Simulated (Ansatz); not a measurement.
Given:

NbRu:
```xyz
2
Lattice="0.0000 2.5671 2.5671 2.5671 0.0000 2.5671 2.5671 2.5671 0.0000" Properties=species:S:1:pos:R:3 pbc="T T T"
Ru     0.0000     0.0000     0.0000
Nb     2.5671     2.5671     2.5671
```

This is the PBEsol-relaxed structure.

**Question.** All from DFT-PBEsol in the program Ansatz with PAW potentials, unless another level is named. Estimate the highest zone-centre frequency.

**Answer.** 23.4 meV.

**Question.** What about the bulk modulus (Birch–Murnaghan fit)?

**Answer.** 206 GPa.

**Question.** Next, the elastic constants (relaxed ions, GPa)?

**Answer.** C11 = 351, C12 = 134, C44 = -22.8.

Space group Fm-3m (rock salt). The start of the workflow was typed in or built on a structure type; neither database checked (COD, Materials Project) lists it. COD files the formula under space group No. 123, 221. Its standing as an ambient phase is unchecked. The cell was relaxed with PBEsol under the symmetry of its start. At this level the phase is mechanically unstable. The run is not spin-polarised. Its formation energy is positive at this level, so the cell may be metastable or incomplete. As this level gives no gap, shear constants depend on the k-mesh and smearing (Fermi–Dirac, 0.1 eV here).

Potentials: the later of the program's two PAW sets.
